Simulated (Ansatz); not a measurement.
TiPd (CsCl type)

```
CELL_PARAMETERS angstrom
      6.20354     0.00000     0.00000
      0.00000     3.10177     0.00000
      0.00000     0.00000     3.10177
ATOMIC_POSITIONS crystal
  Ti 0.25000 0.50000 0.50000
  Ti 0.75000 0.50000 0.50000
  Pd 0.00000 0.00000 0.00000
  Pd 0.50000 0.00000 0.00000
```

The atoms are displaced by Q × the pattern below (from a DFPT mode at X = (0.5, 0.0, 0.0), largest move 1; Q in Å), at fixed cell. (q is in reciprocal vectors of the primitive cell; the cell shown is doubled to hold the pattern.)

```tsv
atom	x	y	z
Pd3	-1.000	0.000	0.000
Pd4	1.000	0.000	0.000
```

Atoms not listed stay in place.

All values below come from LDA (plane waves to 420 eV, PAW, scalar-relativistic; Ansatz, an electronic-structure program). k mesh 8×15×15 (Γ-centred), Fermi-Dirac smearing 0.05 eV. E stands for the smeared free energy. With partly filled bands, energies and forces of such displacements shift with the k mesh and the smearing. TiPd is run without spin polarisation. TiPd was relaxed with its symmetry unable to fall. ΔE is measured from the undisplaced structure.

| Q (Å) | ΔE (meV/cell) |
|---|---|
| -0.180 | 132 |
| -0.120 | 47 |
| -0.060 | 10 |
| 0.000 | 0 |
| 0.060 | 10 |
| 0.120 | 47 |
| 0.180 | 132 |

**Question.** Which DFPT wavenumber at X = (0.5, 0.0, 0.0) belongs to this mode?
A. 81 cm⁻¹
B. 168 cm⁻¹
C. 246 cm⁻¹

**Answer.** A, 81 cm⁻¹. The curvature of the scan gives 82 cm⁻¹

(A displaced cell: forces are minus the slopes of the energy, force constants its curvatures, and phonons follow from these.)
